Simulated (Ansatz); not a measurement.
Relaxed-ion elastic tensor of Pb (fcc (Cu type), Fm-3m) in GPa (Voigt order), LDA in the plane-wave PAW code Ansatz; density 11.83 g/cm³, 29.08 Å³ per atom.

```
59.5  48.2  48.2   0.0   0.0   0.0
48.2  59.5  48.2   0.0   0.0   0.0
48.2  48.2  59.5   0.0   0.0   0.0
 0.0   0.0   0.0  19.5   0.0   0.0
 0.0   0.0   0.0   0.0  19.5   0.0
 0.0   0.0   0.0   0.0   0.0  19.5
```

Q: Is the crystal mechanically stable?

A: Yes: the smallest eigenvalue of C is 11.3 GPa.

Q: Work out the Voigt, Reuss and Hill averages.

A: K_V = 51.9, K_R = 51.9, K_H = 51.9; G_V = 14.0, G_R = 9.8, G_H = 11.9 GPa.

Q: Give Young's modulus, Poisson's ratio, Pugh's ratio and the universal anisotropy index.

A: E = 9KG/(3K + G) = 33.2 GPa; ν = 0.39; K/G = 4.36 (ductile by the Pugh limit of 1.75); A_U = 5G_V/G_R + K_V/K_R − 6 = 2.10.

Q: Estimate the sound speeds and the Debye temperature.

A: v_l = √((K + 4G/3)/ρ) = 2390 m/s, v_t = √(G/ρ) = 1000 m/s, mean 1130 m/s; Θ = (h/k)(3n/4πV)^(1/3) v_m = 110 K.

Q: Give the Zener ratio and Young's modulus along [100], [110] and [111].

A: A = 2C44/(C11 − C12) = 3.46; 1/E = S11 − 2(S11 − S12 − S44/2)Γ with Γ = 0, 1/4, 1/3 gives 16.3, 33.7, 52.1 GPa.

Q: Solve the Christoffel equation for the three sound speeds along [100], [110], [111].

A: Eigenvalues of C_ijkl n_j n_l equal ρv². In km/s, slowest first: [100] 1.28, 1.28, 2.24; [110] 0.69, 1.28, 2.49; [111] 0.93, 0.93, 2.57.

Symmetry was held in the LDA relaxation. As this level gives no gap, shear constants depend on the k-mesh and smearing (Fermi–Dirac, 0.1 eV here). Spin–orbit coupling is left out wherever it is not named.

Potentials: the earlier of the program's two PAW sets. The files were generated under PBE; for other functionals the program regenerates the frozen cores, and for LDA and PBEsol the local potential too.
